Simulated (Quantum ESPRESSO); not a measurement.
# Band energies of C

```
CELL_PARAMETERS angstrom
      2.13176    -1.23704     0.00000
      2.13176     1.23704     0.00000
     -0.26031     0.00000     3.72905
ATOMIC_POSITIONS crystal
  C  0.83382 0.83382 0.00009
  C  0.16618 0.16618 0.99991
```

norm-conserving PBEsol (Quantum ESPRESSO, 82 Ry, without SOC); path ΓYFLI,I1ZF1,YX1,XΓN,MΓ; energies in eV from the Fermi level.

```
k (1/Å)  point  band 1  band 2  band 3  band 4  band 5  band 6  band 7
-------  -----  ------  ------  ------  ------  ------  ------  ------
0.00         Γ  -19.54   -7.05   -3.05   -2.95    3.43    8.20    8.48
0.82            -18.58   -6.97   -5.86   -4.38    7.80    8.35    8.66
1.65            -16.10  -10.84   -6.10   -3.89    3.76    7.45    9.88
2.16         Y  -14.19  -13.32   -6.44   -1.93    2.10    7.20   10.81
2.49            -15.47  -11.78   -6.28   -2.74    2.89    7.30    8.85
3.25         F  -18.18   -6.87   -6.54   -4.82    7.49    8.11    8.70
3.35            -18.02   -7.28   -6.19   -4.98    7.06    7.94    8.28
4.18            -16.28  -10.66   -6.06   -3.57    4.20    7.37    8.10
5.02         L  -14.10  -13.25   -6.42   -2.64    1.14    7.38   12.66
5.89         I  -12.68  -12.33  -10.56   -0.56   -0.11    9.25   14.48
5.89        I1  -12.68  -12.33  -10.56   -0.56   -0.11    9.25   14.48
6.62            -17.06   -8.28   -7.01   -5.37    5.38   10.25   10.47
7.45            -19.39   -8.16   -3.11   -3.06    8.22    8.26    8.65
7.56         Z  -19.41   -8.20   -3.04   -2.94    8.19    8.24    8.51
8.38            -17.58   -8.16   -5.98   -5.31    6.18    7.92   10.15
9.21            -15.00  -12.23   -6.34   -3.11    1.80    7.41   11.90
9.82        F1  -18.18   -6.87   -6.54   -4.82    7.49    8.11    8.70
9.82         Y  -14.19  -13.32   -6.44   -1.93    2.10    7.20   10.81
9.94            -14.15  -13.28   -6.61   -1.88    2.08    7.42   10.84
10.17       X1  -13.90  -13.04   -7.76   -1.52    1.91    8.98   11.06
10.17        X  -13.90  -13.04   -7.76   -1.52    1.91    8.98   11.06
10.67           -12.64  -12.51  -10.62    0.29    0.40   11.91   12.02
11.47           -17.37   -8.04   -6.78   -4.58    6.19    6.22   10.12
12.26           -19.52   -7.02   -3.11   -3.06    3.47    8.22    8.60
12.36        Γ  -19.54   -7.05   -3.05   -2.95    3.43    8.20    8.48
13.05           -18.51   -6.29   -6.24   -4.56    5.85    8.27    8.42
13.84           -15.02  -12.24   -6.30   -3.23    1.83    7.56   12.15
14.03        N  -14.20  -13.18   -6.38   -2.77    1.18    7.53   12.75
14.03        M  -14.29  -13.25   -6.40   -2.02    2.22    7.38   10.67
14.56           -17.14   -9.32   -5.67   -4.34    5.58    6.50    7.80
15.50        Γ  -19.54   -7.05   -3.05   -2.95    3.43    8.20    8.48
```

At this level the gap is closed or nearly so: along the path the highest valence and lowest conduction bands touch, or overlap by less than 0.6 eV, a zero-gap or semimetallic result; the valence top lies at 23 % of the way from X to Γ, the conduction bottom at I, 0.40 eV lower.

Geometry of the Materials Project entry, not relaxed at this level.

This is not the ordinary phase of the substance; no match was found in the copy of COD used, and its stability was not checked.

The distance between layers or molecules is the database entry's, not relaxed here. Functionals without dispersion can leave it too large, which widens gaps and weakens the response across layers: the numbers belong to this cell.
